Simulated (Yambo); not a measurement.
AgI (zinc blende, space group F-43m, No. 216) under isotropic strain of -3 % on all lattice vectors; a = b = c = 4.4210 Å, α = β = γ = 60.00°. With the G0W0 scissor the direct gap on the mesh is 2.33 eV.

### Question
Does this run resolve the lowest exciton, and if so, what are its energy and binding? (Yambo, PBEsol bands; 6×6×6 mesh, 5 valence and 4 conduction bands, static screening with 39 bands and a 4 Ry block, scissor 1.14 eV, Tamm-Dancoff.)

### Answer
No. The lowest state covers only about 1 of the 216 k points, so the mesh doesn't resolve it: its energy and its distance from the direct gap are mesh artefacts. An extended exciton needs a far denser mesh. The scissor comes from a G0W0 run whose convergence isn't established. Spin-orbit coupling is left out, which matters for elements this heavy: edges can move by tenths of an eV.

Geometry strained from the cell relaxed with PBEsol, atoms relaxed again.
